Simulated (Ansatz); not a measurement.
Cl:
```
CELL_PARAMETERS angstrom
      2.83614     0.00000     0.00000
      0.00000     2.83614     0.00000
      0.00000     0.00000     2.83614
ATOMIC_POSITIONS crystal
  Cl 0.50000 0.50000 0.50000
```

Relaxed with r²SCAN. Special points in fractions of this cell's reciprocal vectors: Γ (0.000, 0.000, 0.000); X (0.000, 0.500, 0.000); M (0.500, 0.500, 0.000); R (0.500, 0.500, 0.500).

Task: List the band energies nearest the Fermi level at these points for DFT-r²SCAN in the program Ansatz with PAW potentials.

Result: In eV from the Fermi level; about four levels below and three above (degenerate sets whole), none deeper than 8.9 eV; … stands for higher levels left out; points with the same levels are listed once.

| k | below | above |
|---|---|---|
| Γ | – | … |
| X | -5.41 | … |
| M | -4.21 -4.21 | … |

Space group Pm-3m. The cell is a constructed one: a structure type filled with these elements; neither database checked (COD, Materials Project) lists it. It is not the usual solid phase (space group No. 64). The r²SCAN relaxation kept the symmetry of its start. At this level the phase is mechanically unstable. The substance is a gas or liquid at ambient conditions. With an odd number of electrons in the cell and no spin polarisation, the count alone makes it a metal.

Potentials: the later of the program's two PAW sets.
